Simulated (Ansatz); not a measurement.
Relaxed KF (rock salt):

```yaml
crystal:
  lattice:
    - [0.00000, 2.71039, 2.71039]
    - [2.71039, 0.00000, 2.71039]
    - [2.71039, 2.71039, 0.00000]
  atoms:
    - { symbol: F, position: [0.00000, 0.00000, 0.00000] }
    - { symbol: K, position: [0.50000, 0.50000, 0.50000] }
```

Scan: atom 1 (F, nearest neighbour K at 2.710 Å; its periodic images, 3.8 Å or more away, move with it) is displaced along Cartesian z, direction (0.000, 0.000, 1.000) in Cartesian axes, by s. The other atoms stay.

Level of theory: PBE (plane waves to 420 eV, PAW, scalar-relativistic; Ansatz, an electronic-structure program). k mesh 9×9×9 (Γ-centred), Fermi-Dirac smearing 0.05 eV. The energy includes the smearing's −TS. KF was relaxed with its symmetry unable to fall. The zero of ΔE is the undisplaced structure.

| s (Å) | ΔE (meV/cell) |
|---|---|
| -0.540 | 338 |
| -0.432 | 178 |
| -0.324 | 85 |
| -0.216 | withheld |
| -0.108 | 8 |
| 0.000 | 0 |
| 0.108 | 8 |
| 0.216 | withheld |
| 0.324 | 85 |
| 0.432 | 178 |
| 0.540 | 338 |

Problem. Fit an even polynomial form (powers 2, 4) to the given rows and predict ΔE at s = -0.216.

Solution. Least squares on the 9 given rows: ΔE = (602.8)·s² + (1905)·s⁴, in meV/cell with s in Å; root-mean-square residual 0.6 meV/cell. At -0.216 the fit gives 32 meV/cell; the calculation gives 33 meV/cell, so the interpolation is off by -1 (-3.0 %). The quadratic term alone would give 28 meV/cell.

(A displaced cell: forces are minus the slopes of the energy, force constants its curvatures, and phonons follow from these.)
